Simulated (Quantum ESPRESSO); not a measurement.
## W7Re (finding a planted mistake in a log)

Simulated, not a measurement. The program is pw.x of Quantum ESPRESSO 7.5 (plane-wave density functional theory). The cell is made up: eight metal atoms on a hexagonal close-packed lattice, with elements, volume, strain and displacements drawn at random and not relaxed, so it may be unstable or far from any real phase. PseudoDojo standard norm-conserving files set the functional (PBE unless stated); there is no spin polarisation or spin-orbit coupling, the Fermi-Dirac width of 0.25 eV means electrons at about 2900 K, and the masses in the input are unused placeholders. Heavy elements are run without spin-orbit coupling, which real alloys of them have. A spin test at this wide smearing found no moment, but such smearing suppresses magnetism that the real alloy may have.

Intended input:

```
&control calculation='scf', pseudo_dir='./dojo.nc.sr.pbe.v0_5.standard.upf', outdir='./o', disk_io='minimal', tprnfor=.true., tstress=.true. /
&system ibrav=0, nat=8, ntyp=2, nbnd=75, ecutwfc=84.00895049, nosym=.true., tot_charge=0,
 occupations='smearing', smearing='fd', degauss=0.0183746611
/
&electrons conv_thr=1.470e-08, electron_maxstep=70, mixing_beta=0.5 /
ATOMIC_SPECIES
Re 1.0 Re.upf
W 1.0 W.upf
CELL_PARAMETERS angstrom
-2.8897 0.0236 -0.0355
-0.0587 0.0638 -4.658
0.0816 -9.7055 0.1336
ATOMIC_POSITIONS angstrom
W 0.2748 0.0829 -0.0394
W 0.0942 -4.9108 0.1351
W 0.0763 -3.1826 -2.206
Re 0.1644 -7.9602 -2.2712
W -1.4323 -2.3415 -0.0171
W -1.3527 -7.3242 0.1547
W -1.5337 -0.6552 -2.348
W -1.4826 -5.6869 -2.1673
K_POINTS automatic
8 5 3 1 1 1
```

The log is shortened where brackets say so; the opening notice, blank lines, dates and the lines on written files are dropped, and the path of the files is cut. It prints rydbergs, bohrs and kilobars, and counts compression as positive stress. Its total energy is the free energy E - TS of the whole cell.

Log of the intended run:

```
     Program PWSCF v.7.5
     Parallel version (MPI & OpenMP), running on       4 processor cores
     Number of MPI processes:                 4
     Threads/MPI process:                     1
     [start-up lines left out]
     bravais-lattice index     =            0
     lattice parameter (alat)  =       5.4613  a.u.
     unit-cell volume          =     881.2295 (a.u.)^3
     number of atoms/cell      =            8
     number of atomic types    =            2
     number of electrons       =       113.00
     number of Kohn-Sham states=           75
     kinetic-energy cutoff     =      84.0090  Ry
     charge density cutoff     =     336.0358  Ry
     scf convergence threshold =      1.5E-08
     mixing beta               =       0.5000
     number of iterations used =            8  plain     mixing
     Exchange-correlation= PBE
                           (   1   4   3   4   0   0   0)
     [axes and pseudopotential details left out]
   Cartesian axes
     site n.     atom                  positions (alat units)
         1        W      tau(   1) = (   0.0950860   0.0286850  -0.0136332  )
         2        W      tau(   2) = (   0.0325950  -1.6992303   0.0467472  )
         3        W      tau(   3) = (   0.0264013  -1.1012402  -0.7633180  )
         4        Re     tau(   4) = (   0.0568855  -2.7543807  -0.7858784  )
         5        W      tau(   5) = (  -0.4956031  -0.8102036  -0.0059169  )
         6        W      tau(   6) = (  -0.4680599  -2.5343126   0.0535291  )
         7        W      tau(   7) = (  -0.5306894  -0.2267117  -0.8124527  )
         8        W      tau(   8) = (  -0.5130078  -1.9677757  -0.7499271  )
     number of k points=    60  Fermi-Dirac smearing, width (Ry)=  0.0184
                       cart. coord. in units 2pi/alat
        k(    1) = (  -0.0621622  -0.0510040  -0.0619593), wk =   0.0333333
        k(    2) = (  -0.0605737   0.1475604  -0.0592596), wk =   0.0333333
     [further k points left out]
     Dense  grid:    91639 G-vectors     FFT dimensions: (  32,  54, 108)
     Estimated max dynamical RAM per process >     369.11 MB
     Estimated total dynamical RAM >       1.38 GB
     Initial potential from superposition of free atoms
     starting charge     112.9961, renormalised to     113.0000
     Starting wfcs are   80 randomized atomic wfcs
     total cpu time spent up to now is        4.5 secs
     per-process dynamical memory:   297.6 Mb
     Self-consistent Calculation
     iteration #  1     ecut=    84.01 Ry     beta= 0.50
     Davidson diagonalization with overlap
     ethr =  1.00E-02,  avg # of iterations =  2.6
     Threshold (ethr) on eigenvalues was too large:
     Diagonalizing with lowered threshold
     Davidson diagonalization with overlap
     ethr =  2.59E-04,  avg # of iterations =  5.2
     total cpu time spent up to now is       27.6 secs
     total energy              =   -1235.20605391 Ry
     estimated scf accuracy    <       0.36300680 Ry
     iteration #  2     ecut=    84.01 Ry     beta= 0.50
     Davidson diagonalization with overlap
     ethr =  3.21E-04,  avg # of iterations =  7.0
     total cpu time spent up to now is       41.4 secs
     total energy              =   -1234.62718563 Ry
     estimated scf accuracy    <      14.71609877 Ry
     [iterations 3 to 16 left out]
     iteration # 17     ecut=    84.01 Ry     beta= 0.50
     Davidson diagonalization with overlap
     ethr =  2.66E-10,  avg # of iterations =  1.0
     total cpu time spent up to now is      206.3 secs
     total energy              =   -1235.30024258 Ry
     estimated scf accuracy    <       0.00000007 Ry
     iteration # 18     ecut=    84.01 Ry     beta= 0.50
     Davidson diagonalization with overlap
     ethr =  5.89E-11,  avg # of iterations =  1.2
     total cpu time spent up to now is      218.6 secs
     End of self-consistent calculation
     [lines on levels left out]
!    total energy              =   -1235.30024258 Ry
     estimated scf accuracy    <          7.6E-09 Ry
     smearing contrib. (-TS)   =      -0.13610718 Ry
     internal energy E=F+TS    =   -1235.16413540 Ry
     The total energy is F=E-TS. E is the sum of the following terms:
     one-electron contribution =    -154.70334802 Ry
     hartree contribution      =     142.39548241 Ry
     xc contribution           =    -266.53522378 Ry
     ewald contribution        =    -956.32104601 Ry
     convergence has been achieved in  18 iterations
     Forces acting on atoms (cartesian axes, Ry/au):
     atom    1 type  2   force =    -0.04051640   -0.02615391   -0.00533776
     atom    2 type  2   force =    -0.00108225    0.02390301    0.02118411
     atom    3 type  2   force =     0.00414801   -0.00074416   -0.03292917
     atom    4 type  1   force =    -0.01373664   -0.01961727    0.03147392
     atom    5 type  2   force =     0.00344062   -0.02512441    0.03413341
     atom    6 type  2   force =     0.02385601    0.02092945   -0.02841613
     atom    7 type  2   force =     0.02409900   -0.01617858   -0.01995105
     atom    8 type  2   force =    -0.00020834    0.04298586   -0.00015733
     Total force =     0.112928     Total SCF correction =     0.000429
     Computing stress (Cartesian axis) and pressure
          total   stress  (Ry/bohr**3)                   (kbar)     P=       28.70
  -0.00001404  -0.00004460   0.00000221           -2.07       -6.56        0.33
  -0.00004460   0.00007130  -0.00001549           -6.56       10.49       -2.28
   0.00000221  -0.00001549   0.00052812            0.33       -2.28       77.69
     init_run     :      4.27s CPU      4.42s WALL (       1 calls)
     electrons    :    210.49s CPU    214.15s WALL (       1 calls)
     forces       :      3.05s CPU      3.05s WALL (       1 calls)
     stress       :     10.47s CPU     10.47s WALL (       1 calls)
     [timing details left out]
     PWSCF        :   3m48.36s CPU   3m52.20s WALL
     JOB DONE.
```

A second run was made from an input with one planted mistake. Its log:

```
     Program PWSCF v.7.5
     Parallel version (MPI & OpenMP), running on       4 processor cores
     Number of MPI processes:                 4
     Threads/MPI process:                     1
     [start-up lines left out]
     bravais-lattice index     =            0
     lattice parameter (alat)  =       5.4613  a.u.
     unit-cell volume          =     881.2295 (a.u.)^3
     number of atoms/cell      =            8
     number of atomic types    =            2
     number of electrons       =       113.00
     number of Kohn-Sham states=           75
     kinetic-energy cutoff     =      84.0090  Ry
     charge density cutoff     =     336.0358  Ry
     scf convergence threshold =      1.5E-08
     mixing beta               =       0.5000
     number of iterations used =            8  plain     mixing
     Exchange-correlation= PBE
                           (   1   4   3   4   0   0   0)
     [axes and pseudopotential details left out]
   Cartesian axes
     site n.     atom                  positions (alat units)
         1        W      tau(   1) = (   0.0950860   0.0286850  -0.0136332  )
         2        W      tau(   2) = (   0.0325950  -1.6992303   0.0467472  )
         3        W      tau(   3) = (   0.0264013  -1.1012402  -0.7633180  )
         4        W      tau(   4) = (   0.0568855  -2.7543807  -0.7858784  )
         5        W      tau(   5) = (  -0.4956031  -0.8102036  -0.0059169  )
         6        W      tau(   6) = (  -0.4680599  -2.5343126   0.0535291  )
         7        W      tau(   7) = (  -0.5306894  -0.2267117  -0.8124527  )
         8        Re     tau(   8) = (  -0.5130078  -1.9677757  -0.7499271  )
     number of k points=    60  Fermi-Dirac smearing, width (Ry)=  0.0184
                       cart. coord. in units 2pi/alat
        k(    1) = (  -0.0621622  -0.0510040  -0.0619593), wk =   0.0333333
        k(    2) = (  -0.0605737   0.1475604  -0.0592596), wk =   0.0333333
     [further k points left out]
     Dense  grid:    91639 G-vectors     FFT dimensions: (  32,  54, 108)
     Estimated max dynamical RAM per process >     369.11 MB
     Estimated total dynamical RAM >       1.38 GB
     Initial potential from superposition of free atoms
     starting charge     112.9961, renormalised to     113.0000
     Starting wfcs are   80 randomized atomic wfcs
     total cpu time spent up to now is        6.1 secs
     per-process dynamical memory:   297.6 Mb
     Self-consistent Calculation
     iteration #  1     ecut=    84.01 Ry     beta= 0.50
     Davidson diagonalization with overlap
     ethr =  1.00E-02,  avg # of iterations =  2.5
     Threshold (ethr) on eigenvalues was too large:
     Diagonalizing with lowered threshold
     Davidson diagonalization with overlap
     ethr =  4.27E-04,  avg # of iterations =  4.3
     total cpu time spent up to now is       36.6 secs
     total energy              =   -1235.07388980 Ry
     estimated scf accuracy    <       0.54248017 Ry
     iteration #  2     ecut=    84.01 Ry     beta= 0.50
     Davidson diagonalization with overlap
     ethr =  4.80E-04,  avg # of iterations =  8.6
     total cpu time spent up to now is       57.7 secs
     total energy              =   -1233.68775450 Ry
     estimated scf accuracy    <      40.51892735 Ry
     [iterations 3 to 16 left out]
     iteration # 17     ecut=    84.01 Ry     beta= 0.50
     Davidson diagonalization with overlap
     ethr =  7.16E-10,  avg # of iterations =  1.0
     total cpu time spent up to now is      244.9 secs
     total energy              =   -1235.29893537 Ry
     estimated scf accuracy    <       0.00000020 Ry
     iteration # 18     ecut=    84.01 Ry     beta= 0.50
     Davidson diagonalization with overlap
     ethr =  1.81E-10,  avg # of iterations =  1.1
     total cpu time spent up to now is      255.5 secs
     End of self-consistent calculation
     [lines on levels left out]
!    total energy              =   -1235.29893539 Ry
     estimated scf accuracy    <          4.9E-09 Ry
     smearing contrib. (-TS)   =      -0.13461482 Ry
     internal energy E=F+TS    =   -1235.16432058 Ry
     The total energy is F=E-TS. E is the sum of the following terms:
     one-electron contribution =    -152.56279860 Ry
     hartree contribution      =     141.31817641 Ry
     xc contribution           =    -266.53490305 Ry
     ewald contribution        =    -957.38479534 Ry
     convergence has been achieved in  18 iterations
     Forces acting on atoms (cartesian axes, Ry/au):
     atom    1 type  2   force =    -0.02690901   -0.02704332   -0.00960782
     atom    2 type  2   force =    -0.00144596    0.01553784    0.01781277
     atom    3 type  2   force =     0.00530513   -0.01310578   -0.02880964
     atom    4 type  2   force =    -0.02308025    0.00617024    0.04116156
     atom    5 type  2   force =     0.00259249   -0.03140046    0.03604141
     atom    6 type  2   force =     0.01735576    0.02841279   -0.03969925
     atom    7 type  2   force =     0.01998050   -0.03138748   -0.01690013
     atom    8 type  1   force =     0.00620135    0.05281617    0.00000109
     Total force =     0.121974     Total SCF correction =     0.000401
     Computing stress (Cartesian axis) and pressure
          total   stress  (Ry/bohr**3)                   (kbar)     P=       28.47
   0.00003776  -0.00005655  -0.00000193            5.55       -8.32       -0.28
  -0.00005655   0.00003175   0.00000695           -8.32        4.67        1.02
  -0.00000193   0.00000695   0.00051109           -0.28        1.02       75.18
     init_run     :      5.69s CPU      5.94s WALL (       1 calls)
     electrons    :    245.20s CPU    249.41s WALL (       1 calls)
     forces       :      3.06s CPU      3.06s WALL (       1 calls)
     stress       :     10.34s CPU     10.37s WALL (       1 calls)
     [timing details left out]
     PWSCF        :   4m24.47s CPU   4m28.98s WALL
     JOB DONE.
```

Question: the log repeats what the program read. Compare it with the intended run: what was wrong in the second input?

Answer: two atoms have their elements exchanged. The input lines that differ:

```
- Re 0.1644 -7.9602 -2.2712
+ W 0.1644 -7.9602 -2.2712
- W -1.4826 -5.6869 -2.1673
+ Re -1.4826 -5.6869 -2.1673
```

|  | intended run | run with the mistake |
| --- | --- | --- |
| free energy (eV) | -16807.116 | -16807.098 |
| entropy term -TS, part of it (eV) | -1.852 | -1.832 |
| pressure (GPa) | 2.87 | 2.85 |
| size of the largest force component (eV/Å) | 1.105 | 1.358 |
| largest change of a force component (eV/Å) |  | 0.663 |
| iterations | 18 | 18 |

For scale, a rerun of the intended cell at a higher cutoff and on a denser mesh moved values by no more than 0.012 eV in energy, 0.14 GPa in stress and 0.012 eV/Å in force, and a second program with other atomic files agreed on that cell to 2 % rms in force and 0.5 GPa in pressure.